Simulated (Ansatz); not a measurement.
# Profile along the C–C line in C (graphite type, space group P6_3/mmc)

C (graphite type, space group P6_3/mmc)

```cif
data_C4
_chemical_formula_sum 'C4'
_space_group_name_H-M_alt 'P63/mmc'
_space_group_IT_number 194
_space_group_name_Hall '-P 6c 2c'
_cell_length_a 2.45828
_cell_length_b 2.45828
_cell_length_c 6.56476
_cell_angle_alpha 90.000
_cell_angle_beta 90.000
_cell_angle_gamma 120.000
loop_
_atom_site_label
_atom_site_type_symbol
_atom_site_symmetry_multiplicity
_atom_site_Wyckoff_symbol
_atom_site_fract_x
_atom_site_fract_y
_atom_site_fract_z
_atom_site_occupancy
C1 C 2 b 0.00000 0.00000 0.25000 1
C2 C 2 c 0.33333 0.66667 0.25000 1
```

Fields along a shortest C–C line of a (0001) plane (1.42 Å), from C to C, interpolated on the slice's grid (step about 0.2 Å). Level of theory: PBEsol-D3(BJ) (plane waves to 420 eV, PAW, scalar-relativistic; Ansatz, a first-principles code). k mesh 15×15×5. Inside the PAW spheres the values are not all-electron values, and peaks at nuclei hang on which shells count as valence. C was relaxed with its symmetry unable to fall.

```json
[
 {"distance from C (Å)": "0.00", "valence electron density (e/Å³)": "1.79", "electron localisation function": "x"},
 {"distance from C (Å)": "0.07", "valence electron density (e/Å³)": "1.82", "electron localisation function": "x"},
 {"distance from C (Å)": "0.14", "valence electron density (e/Å³)": "1.90", "electron localisation function": "x"},
 {"distance from C (Å)": "0.21", "valence electron density (e/Å³)": "1.99", "electron localisation function": "x"},
 {"distance from C (Å)": "0.28", "valence electron density (e/Å³)": "2.08", "electron localisation function": "x"},
 {"distance from C (Å)": "0.35", "valence electron density (e/Å³)": "2.14", "electron localisation function": "0.58"},
 {"distance from C (Å)": "0.43", "valence electron density (e/Å³)": "2.14", "electron localisation function": "0.75"},
 {"distance from C (Å)": "0.50", "valence electron density (e/Å³)": "2.11", "electron localisation function": "0.86"},
 {"distance from C (Å)": "0.57", "valence electron density (e/Å³)": "2.07", "electron localisation function": "0.92"},
 {"distance from C (Å)": "0.64", "valence electron density (e/Å³)": "2.04", "electron localisation function": "0.94"},
 {"distance from C (Å)": "0.71", "valence electron density (e/Å³)": "2.03", "electron localisation function": "0.94"},
 {"distance from C (Å)": "0.78", "valence electron density (e/Å³)": "2.04", "electron localisation function": "0.94"},
 {"distance from C (Å)": "0.85", "valence electron density (e/Å³)": "2.07", "electron localisation function": "0.92"},
 {"distance from C (Å)": "0.92", "valence electron density (e/Å³)": "2.11", "electron localisation function": "0.86"},
 {"distance from C (Å)": "0.99", "valence electron density (e/Å³)": "2.14", "electron localisation function": "0.75"},
 {"distance from C (Å)": "1.06", "valence electron density (e/Å³)": "2.14", "electron localisation function": "0.57"},
 {"distance from C (Å)": "1.14", "valence electron density (e/Å³)": "2.08", "electron localisation function": "x"},
 {"distance from C (Å)": "1.21", "valence electron density (e/Å³)": "1.99", "electron localisation function": "x"},
 {"distance from C (Å)": "1.28", "valence electron density (e/Å³)": "1.90", "electron localisation function": "x"},
 {"distance from C (Å)": "1.35", "valence electron density (e/Å³)": "1.82", "electron localisation function": "x"},
 {"distance from C (Å)": "1.42", "valence electron density (e/Å³)": "1.79", "electron localisation function": "x"}
]
```

x: too close to a nucleus for the ELF to mean much.

Density on the C–C line (1.42 Å) at its midpoint: 2.03 e/Å³. ELF at that point: 0.94. ELF maximum in the middle third of the C–C line: 0.94, 0.7 Å from C.
